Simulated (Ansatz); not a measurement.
Si3Mo5 in space group I4/mcm (No. 140; Si on 8h, Si on 4a, Mo on 16k, Mo on 4b) at seven volumes, the program Ansatz at the r²SCAN level (PAW), shape and atoms relaxed at each. One row is withheld.

```csv
V (Å³/atom),P (GPa)
12.937,29.45
13.364,18.03
13.790,8.29
14.217,-0.01
14.643,?
15.070,-13.07
15.496,-18.16
```

Fit the shown pressures and predict the withheld one.

P = (3/2)B₀(x^(7/2) − x^(5/2))[1 + (3/4)(B′ − 4)(x − 1)] with x = (V₀/V)^(2/3). Least squares on the six rows gives V₀ = 14.217 Å³/atom, B₀ = 254 GPa, B′ = 4.34. At V = 14.643, x = 0.9805 and P = -7.03 GPa. The run itself gave -7.07 GPa.

The first step of the workflow began from a Materials Project structure, measured or hypothetical; the Crystallography Open Database files this formula in space group No. 140, but the cells were not matched. Whether it is the stable phase at ambient conditions was not checked. Symmetry was held in the r²SCAN relaxation; whether a distortion lowers the energy is not shown. No spin polarisation was allowed.

Potentials: the later of the program's two PAW sets.
